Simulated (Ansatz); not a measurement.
## Structures of Al3Os: which is lowest?

Plane-wave DFT in Ansatz with scalar-relativistic PAW potentials, cutoff 420 eV, Γ-centred meshes chosen by cell and gap, Gaussian smearing with energies taken to zero width. Every cell was relaxed (cell and atoms) in a run of its own, within the symmetry of its start. Functional: PBE.

Relaxed structures (starts from databases or built by putting these elements on another compound's sites):
A. I4/mmm, 4 atoms in the computed cell, a = 3.886 Å, c = 7.693 Å; sites (symmetry × multiplicity) Al -4m2 × 4 + 4/mmm × 2, Os 4/mmm × 2; start: built
B. Pm-3m, 4 atoms in the computed cell, a = 3.873 Å; sites (symmetry × multiplicity) Al 4/mm.m × 3, Os m-3m × 1; start: built

Question: Rank them by energy. Could pressure change the order?

Answer:
| structure | group | E − E(lowest) (meV/atom) | V (Å³/atom) | gap on mesh (eV) |
| --- | --- | --- | --- | --- |
| A | I4/mmm | 0.0 | 14.52 | 0.00 |
| B | Pm-3m | 85 | 14.52 | 0.00 |

A is lowest, 85 meV/atom under B. The two lowest differ in volume by under 3 %, too little for a first-order estimate of what pressure does to that pair (other pairs aren't weighed here); with rigid cells even 3 % in favour of the higher one would need about 31 GPa. Other structures may lie lower than all of these, and vibrations aren't counted.

Spin-orbit coupling is left out, which matters for the bands of heavy elements.